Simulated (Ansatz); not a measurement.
Hf3Te2:
```cif
data_Hf6Te4
_chemical_formula_sum 'Hf6 Te4'
_space_group_name_H-M_alt 'I4/mmm'
_space_group_IT_number 139
_space_group_name_Hall '-I 4 2'
_cell_length_a 3.63395
_cell_length_b 3.63395
_cell_length_c 17.55052
_cell_angle_alpha 90.000
_cell_angle_beta 90.000
_cell_angle_gamma 90.000
loop_
_atom_site_label
_atom_site_type_symbol
_atom_site_symmetry_multiplicity
_atom_site_Wyckoff_symbol
_atom_site_fract_x
_atom_site_fract_y
_atom_site_fract_z
_atom_site_occupancy
Hf1 Hf 4 e 0.00000 0.00000 0.09572 1
Hf2 Hf 2 b 0.00000 0.00000 0.50000 1
Te1 Te 4 e 0.00000 0.00000 0.33043 1
```
(The calculation used a cell of 5 atoms; values per cell refer to that cell.)

Relaxed with LDA.

Task: Which orbitals make up the states near the Fermi level in plane-wave PAW LDA (Ansatz code)?

Result: Within 0.5 eV of the Fermi level: Hf 5d 85 %, Te 5p 8 %. Projections are on Löwdin-orthogonalised atomic valence shells; empty p or d shells of many metals are not among them.

Task: Tabulate the density of states.

Result: States/eV per cell of 5 atoms, in 0.25 eV bins, energy from the Fermi level.

```tsv
E (eV)	total	Hf 5d	Te 5p	Hf 6s
-7.85	0.00	0.00	0.00	0.00
-7.60	0.00	0.00	0.00	0.00
-7.35	0.00	0.00	0.00	0.00
-7.10	0.00	0.00	0.00	0.00
-6.85	0.00	0.00	0.00	0.00
-6.60	0.00	0.00	0.00	0.00
-6.35	0.25	0.03	0.14	0.06
-6.10	1.64	0.25	1.00	0.33
-5.85	1.96	0.30	1.19	0.38
-5.60	2.51	0.41	1.50	0.46
-5.35	3.20	0.60	2.02	0.44
-5.10	3.05	0.59	2.00	0.33
-4.85	1.89	0.38	1.14	0.26
-4.60	1.86	0.40	1.04	0.29
-4.35	3.63	0.94	2.10	0.40
-4.10	3.31	0.99	1.79	0.36
-3.85	2.30	0.67	1.24	0.22
-3.60	2.40	0.66	1.34	0.24
-3.35	2.37	0.68	1.37	0.20
-3.10	2.91	0.86	1.71	0.19
-2.85	3.81	1.16	2.26	0.19
-2.60	3.64	1.32	2.00	0.17
-2.35	4.33	1.93	2.09	0.16
-2.10	4.45	2.01	1.98	0.31
-1.85	4.65	2.31	1.74	0.45
-1.60	1.82	1.00	0.58	0.18
-1.35	1.77	1.07	0.59	0.06
-1.10	3.11	2.32	0.43	0.21
-0.85	5.07	3.84	0.60	0.36
-0.60	5.84	4.65	0.52	0.36
-0.35	5.21	4.47	0.39	0.10
-0.10	3.23	2.75	0.26	0.04
0.15	1.95	1.67	0.16	0.03
0.40	2.13	1.78	0.20	0.03
0.65	1.94	1.61	0.20	0.03
0.90	2.56	2.09	0.26	0.07
1.15	3.58	2.77	0.30	0.21
1.40	5.09	3.84	0.32	0.38
1.65	3.99	3.04	0.27	0.26
1.90	3.61	2.77	0.35	0.17
2.15	2.74	2.11	0.32	0.09
2.40	3.44	2.59	0.44	0.12
2.65	4.28	3.16	0.64	0.14
2.90	4.63	3.36	0.65	0.15
3.15	4.37	3.12	0.56	0.27
3.40	6.48	4.41	0.93	0.45
3.65	8.57	5.99	0.96	0.74
```

The workflow started from a Materials Project entry (that database holds measured and hypothetical structures alike); the Crystallography Open Database copy checked does not list it. Whether it is the stable phase at ambient conditions was not checked. The LDA relaxation kept the symmetry of its start; its stability against distortions is not shown here. The run is not spin-polarised. A crystal of weakly bound layers computed without a dispersion correction: the cell and the soft elastic constants depend strongly on that. Spin–orbit coupling is left out wherever it is not named.

Potentials: the later of the program's two PAW sets.
